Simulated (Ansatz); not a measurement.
## CsCdCl3 under pressure: fit and missing row

CsCdCl3, Pm-3m, a = 5.112 Å. The structure is a COD entry; whether it is the stable form wasn't checked. Ansatz: LDA, PAW, 420 eV, Γ-centred 6×6×6 mesh on 5 atoms, Gaussian smearing 0.02 eV; no spin polarisation. Cell and atoms are relaxed at each pressure, and no other structure is tried, so the rows at high pressure may lie past a change of phase.

```
V (Å³/atom) P (GPa)
          ?    39.99
     20.780    19.98
     22.820    10.00
     24.375     4.97
     25.638     1.99
     26.721     0.03
     28.190    -1.98
```

Problem. Take V0 = 26.721 Å³/atom, count pressures from its P0 = 0.03 GPa, fit the third-order Birch–Murnaghan form to the other rows, and predict the missing volume.

Solution. With the Eulerian strain f = ½[(V0/V)^(2/3) − 1] and y = (P − P0)/[3f(1 + 2f)^(5/2)], the form is the line y = B0 + 1.5 B0 (B0′ − 4) f. Rows (f, y): 0.09125, 47.9; 0.05547, 46.1; 0.03159, 44.7; 0.01398, 43.6; -0.01752, 41.8. Means f = 0.03495, y = 44.820; Σ(Δf)² = 0.006795, ΣΔfΔy = 0.3841; the slope is their ratio. y = 42.84 + 56.53 f GPa, so B0 = 42.8 GPa and B0′ = 4 + 2 × (56.53)/(3 × 42.84) = 4.88. P = 39.99 GPa is met at f = 0.14093 (y = 50.81), so V = V0 (1 + 2f)^(−3/2) = 18.412 Å³/atom. The run gave 18.374 Å³/atom, so the fit is 0.038 Å³/atom too high, 0.39 % of the span of the series, against an rms of 0.004 Å³/atom on the fitted rows. The row lies outside the fitted range. The points of y bend away from a line: a fourth-order term fitted to them gives P = 40.03 GPa at this row's volume (the line 40.41, the run 39.99).

Symmetry holds off the tilts and polar distortions that many cubic perovskites undergo.